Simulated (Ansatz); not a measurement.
A (100) slab of Hf (Im-3m (No. 229)), 7 planes, outer planes Hf (top) and Hf (bottom), with 7 atoms (Hf7) in a surface cell of A = 12.185 Å², as cut from the bulk:

```
Hf
1.0
     3.49066    0.00000    0.00000
     0.00000    3.49066    0.00000
     0.00000    0.00000   25.47197
Hf
7
Direct
  0.50000 0.50000 0.29444
  0.00000 0.00000 0.36296
  0.50000 0.50000 0.43148
  0.00000 0.00000 0.50000
  0.50000 0.50000 0.56852
  0.00000 0.00000 0.63704
  0.50000 0.50000 0.70556
```

Theory: Ansatz 0.2.0, DFT PBEsol, scalar-relativistic, plane waves, PAW. Cutoff 420 eV; k points 10×10×1 on the computed 7-atom cell (Γ-centred); Gaussian smearing, width 0.10 eV; no spin polarisation.

Against the same 7 atoms in the bulk, the slab as cut lies 2.658 eV higher and the relaxed slab 2.617 eV higher.

(1) Work out the surface energy before and after relaxation.

(2) What is the ideal work of this cut, per area?

Results:

(1) The slab has two faces, so γ = (E_slab − N·E_bulk)/(2A), the mean of both. As cut: 2.658/(2 × 12.185) = 0.1091 eV/Å², and 1 eV/Å² = 16.02 J/m², so γ = 1.75 J/m². Relaxed: 2.617/(2 × 12.185) = 0.1074 eV/Å² = 1.72 J/m². Relaxation recovers 1.5 % of the cost of cutting.

(2) Griffith's ideal work is 2γ: 3.49 J/m² if the new faces stay rigid, 3.44 J/m² if they relax. One thickness was run, 7 planes, so γ can still shift with it.

The reference crystal is the bcc form of Hf, which isn't its usual structure.